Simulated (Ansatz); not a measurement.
Relaxed-ion elastic tensor of BeS (rock salt, Fm-3m) in GPa (Voigt order), plane-wave PAW r²SCAN (Ansatz code); density 2.74 g/cm³, 12.44 Å³ per atom.

|  | 1 | 2 | 3 | 4 | 5 | 6 |
|---|---|---|---|---|---|---|
| 1 | 174 | 79.4 | 79.4 | 0.0 | 0.0 | 0.0 |
| 2 | 79.4 | 174 | 79.4 | 0.0 | 0.0 | 0.0 |
| 3 | 79.4 | 79.4 | 174 | 0.0 | 0.0 | 0.0 |
| 4 | 0.0 | 0.0 | 0.0 | 124 | 0.0 | 0.0 |
| 5 | 0.0 | 0.0 | 0.0 | 0.0 | 124 | 0.0 |
| 6 | 0.0 | 0.0 | 0.0 | 0.0 | 0.0 | 124 |

### Question
Is the crystal mechanically stable?

### Answer
Yes: the smallest eigenvalue of C is 94.3 GPa.

### Question
Work out the Voigt, Reuss and Hill averages.

### Answer
K_V = 111, K_R = 111, K_H = 111; G_V = 93.4, G_R = 75.1, G_H = 84.3 GPa.

### Question
Give Young's modulus, Poisson's ratio, Pugh's ratio and the universal anisotropy index.

### Answer
E = 9KG/(3K + G) = 202 GPa; ν = 0.20; K/G = 1.32 (brittle by the Pugh limit of 1.75); A_U = 5G_V/G_R + K_V/K_R − 6 = 1.22.

### Question
Estimate the sound speeds and the Debye temperature.

### Answer
v_l = √((K + 4G/3)/ρ) = 9020 m/s, v_t = √(G/ρ) = 5540 m/s, mean 6120 m/s; Θ = (h/k)(3n/4πV)^(1/3) v_m = 786 K.

### Question
Give the Zener ratio and Young's modulus along [100], [110] and [111].

### Answer
A = 2C44/(C11 − C12) = 2.64; 1/E = S11 − 2(S11 − S12 − S44/2)Γ with Γ = 0, 1/4, 1/3 gives 124, 209, 271 GPa.

The start of the workflow was typed in or built on a structure type; neither database checked (COD, Materials Project) lists it. COD files the formula under space group No. 216, so this cell is another polymorph or a model. Whether it is the stable phase at ambient conditions was not checked. Symmetry was held in the r²SCAN relaxation; its stability against distortions is not shown here.

Potentials: the earlier of the program's two PAW sets.
